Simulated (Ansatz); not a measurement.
ZrS2:
Space group Pca2₁ (No. 29); a = 6.437 Å, b = 6.118 Å, c = 6.182 Å, α = 90.00°, β = 90.00°, γ = 90.00°

```
atom  site  symmetry       x       y       z
----  ----  --------  ------  ------  ------
Zr      4a         1  0.0599  0.2799  0.2503
S       4a         1  0.3810  0.0839  0.3646
S       4a         1  0.2508  0.5659  0.4981
```

Relaxed with PBE.

Q: Which orbitals make up the states near the band edges in the program Ansatz at the PBE level (PAW)?

A: Top 1 eV of the valence band: S 3p 82 %, Zr 4d 14 %. Bottom 1 eV of the conduction band: Zr 4d 82 %, S 3p 12 %. Projections are on Löwdin-orthogonalised atomic valence shells; empty p or d shells of many metals are not among them.

Q: Tabulate the density of states.

A: States/eV per cell of 12 atoms, in 0.25 eV bins, energy from the valence-band maximum.

| E (eV) | total | S 3p | Zr 4d | S 3s |
|---|---|---|---|---|
| -7.85 | 0.00 | 0.00 | 0.00 | 0.00 |
| -7.60 | 0.00 | 0.00 | 0.00 | 0.00 |
| -7.35 | 0.00 | 0.00 | 0.00 | 0.00 |
| -7.10 | 0.00 | 0.00 | 0.00 | 0.00 |
| -6.85 | 0.00 | 0.00 | 0.00 | 0.00 |
| -6.60 | 0.00 | 0.00 | 0.00 | 0.00 |
| -6.35 | 0.00 | 0.00 | 0.00 | 0.00 |
| -6.10 | 0.00 | 0.00 | 0.00 | 0.00 |
| -5.85 | 0.00 | 0.00 | 0.00 | 0.00 |
| -5.60 | 0.00 | 0.00 | 0.00 | 0.00 |
| -5.35 | 1.84 | 1.35 | 0.28 | 0.02 |
| -5.10 | 6.26 | 4.54 | 1.01 | 0.09 |
| -4.85 | 6.30 | 4.59 | 1.14 | 0.11 |
| -4.60 | 9.08 | 6.62 | 1.83 | 0.14 |
| -4.35 | 11.38 | 8.24 | 2.46 | 0.16 |
| -4.10 | 12.76 | 9.18 | 3.00 | 0.17 |
| -3.85 | 12.19 | 8.97 | 2.56 | 0.21 |
| -3.60 | 8.36 | 6.08 | 1.83 | 0.14 |
| -3.35 | 8.86 | 6.46 | 1.92 | 0.17 |
| -3.10 | 8.34 | 6.22 | 1.65 | 0.15 |
| -2.85 | 9.07 | 6.76 | 1.86 | 0.16 |
| -2.60 | 11.92 | 8.86 | 2.52 | 0.20 |
| -2.35 | 10.05 | 7.61 | 2.01 | 0.14 |
| -2.10 | 11.08 | 8.42 | 2.23 | 0.13 |
| -1.85 | 12.94 | 9.93 | 2.56 | 0.12 |
| -1.60 | 11.41 | 8.95 | 2.06 | 0.10 |
| -1.35 | 5.68 | 4.35 | 1.10 | 0.08 |
| -1.10 | 9.35 | 7.43 | 1.59 | 0.11 |
| -0.85 | 10.32 | 8.19 | 1.79 | 0.10 |
| -0.60 | 9.75 | 8.16 | 1.28 | 0.10 |
| -0.35 | 4.68 | 4.09 | 0.43 | 0.05 |
| -0.10 | 0.35 | 0.32 | 0.02 | 0.00 |
| 0.15 | 0.00 | 0.00 | 0.00 | 0.00 |
| 0.40 | 0.00 | 0.00 | 0.00 | 0.00 |
| 0.65 | 0.00 | 0.00 | 0.00 | 0.00 |
| 0.90 | 0.01 | 0.00 | 0.01 | 0.00 |
| 1.15 | 4.57 | 0.47 | 3.80 | 0.05 |
| 1.40 | 15.17 | 1.78 | 12.40 | 0.20 |
| 1.65 | 9.49 | 1.12 | 7.70 | 0.16 |
| 1.90 | 4.18 | 0.53 | 3.32 | 0.09 |
| 2.15 | 13.68 | 2.04 | 10.32 | 0.41 |
| 2.40 | 12.95 | 2.09 | 9.59 | 0.43 |
| 2.65 | 11.57 | 1.91 | 8.51 | 0.48 |
| 2.90 | 8.40 | 1.36 | 6.03 | 0.53 |
| 3.15 | 9.54 | 1.70 | 6.50 | 0.65 |
| 3.40 | 6.40 | 1.39 | 4.16 | 0.38 |
| 3.65 | 12.56 | 3.14 | 7.66 | 0.70 |
| 3.90 | 11.72 | 3.24 | 6.94 | 0.53 |
| 4.15 | 7.73 | 2.26 | 4.47 | 0.31 |
| 4.40 | 5.70 | 1.77 | 3.19 | 0.20 |
| 4.65 | 5.61 | 1.79 | 3.00 | 0.18 |
| 4.90 | 6.33 | 2.10 | 3.32 | 0.17 |
| 5.15 | 7.08 | 2.42 | 3.63 | 0.16 |
| 5.40 | 5.18 | 1.77 | 2.62 | 0.12 |
| 5.65 | 1.94 | 0.66 | 0.95 | 0.04 |

Space group Pca2_1. The start of the workflow was typed in or built on a structure type; neither database checked (COD, Materials Project) lists it. Whether it is the stable phase at ambient conditions was not checked. Symmetry was held in the PBE relaxation; its stability against distortions is not shown here. The run is not spin-polarised. Spin–orbit coupling is left out wherever it is not named.

Potentials: the earlier of the program's two PAW sets.
